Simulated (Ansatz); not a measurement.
Geometry optimisation in Ansatz: input, command and trajectory.

```yaml
crystal:
  lattice:
    - [0.0, 3.3972741387, 3.3972741387]
    - [3.3972741387, 0.0, 3.3972741387]
    - [3.3972741387, 3.3972741387, 0.0]
  atoms:
    - { symbol: Cu, position: [0.625, 0.625, 0.625] }
    - { symbol: Cu, position: [0.125, 0.625, 0.625] }
    - { symbol: Cu, position: [0.625, 0.625, 0.125] }
    - { symbol: Cu, position: [0.625, 0.125, 0.625] }
    - { symbol: Os, position: [0.0, 0.0, 0.0] }
    - { symbol: Os, position: [0.25, 0.25, 0.25] }
basis:
  ecutwfc: 420
kpoints:
  mp_grid: { grid: [4, 4, 4] }
hamiltonian:
  xc: pbe
scf:
  occupations: { method: gaussian, width: 0.1 }
  lower_state_search: "off"
output:
  forces: true
  stress: true
  eigenvalues: true
relax:
  adjacent_minimum: "off"
  f_tol: 0.04
  max_steps: 70
  cell: { stress_tol: 0.4 }
```

```bash
ansatz run input.yaml --threads 1 --pin off --max-ram 2560MiB --backend cpu --events-out ev --progress --plain --runs-dir out
```

Theory: DFT PBE, scalar-relativistic, plane waves, PAW in Ansatz.

Of 3 frames 3 are shown, positions in Å and forces in eV/Å; the SCF threshold varies from step to step. Steps run on the plane waves of an earlier cell, with a Pulay correction in the pressure. The basis is chosen afresh for the last frame, the zero of the energies, and at times for earlier ones too; energy and pressure step there, also at an unchanged geometry.

```xyz
6
Lattice="0.0000 3.3973 3.3973 3.3973 0.0000 3.3973 3.3973 3.3973 0.0000" Properties=species:S:1:pos:R:3:forces:R:3 pbc="T T T" step=1 free_energy_over_end_meV_per_atom=22.27 pressure_GPa=-10.32
Cu    4.2466    4.2466    4.2466    0.0000    0.0000    0.0000
Cu    4.2466    2.5480    2.5480    0.0000    0.0000    0.0000
Cu    2.5480    2.5480    4.2466    0.0000    0.0000    0.0000
Cu    2.5480    4.2466    2.5480    0.0000    0.0000    0.0000
Os    0.0000    0.0000    0.0000    0.0000    0.0000    0.0000
Os    1.6986    1.6986    1.6986    0.0000    0.0000    0.0000
6
Lattice="0.0000 3.3412 3.3412 3.3412 0.0000 3.3412 3.3412 3.3412 0.0000" Properties=species:S:1:pos:R:3:forces:R:3 pbc="T T T" step=2 free_energy_over_end_meV_per_atom=-0.48 pressure_GPa=-0.39
Cu    4.1765    4.1765    4.1765    0.0000    0.0000    0.0000
Cu    4.1765    2.5059    2.5059    0.0000    0.0000    0.0000
Cu    2.5059    2.5059    4.1765    0.0000    0.0000    0.0000
Cu    2.5059    4.1765    2.5059    0.0000    0.0000    0.0000
Os    0.0000    0.0000    0.0000    0.0000    0.0000    0.0000
Os    1.6706    1.6706    1.6706    0.0000    0.0000    0.0000
6
Lattice="0.0000 3.3412 3.3412 3.3412 0.0000 3.3412 3.3412 3.3412 0.0000" Properties=species:S:1:pos:R:3:forces:R:3 pbc="T T T" step=3 free_energy_over_end_meV_per_atom=0.00 pressure_GPa=-0.37
Cu    4.1765    4.1765    4.1765    0.0000    0.0000    0.0000
Cu    4.1765    2.5059    2.5059    0.0000    0.0000    0.0000
Cu    2.5059    2.5059    4.1765    0.0000    0.0000    0.0000
Cu    2.5059    4.1765    2.5059    0.0000    0.0000    0.0000
Os    0.0000    0.0000    0.0000    0.0000    0.0000    0.0000
Os    1.6706    1.6706    1.6706    0.0000    0.0000    0.0000
```

The start puts this composition into another compound's structure type, which needn't suit it. At the end the space group is Fd-3m (tolerance 0.05 Å).

Time: 11 s on 1 thread of Arm Neoverse V2, with other jobs on the host, peak memory 0.37 GiB.

The k mesh is coarse. Spin–orbit coupling is left out, which can shift energies with elements as heavy as these.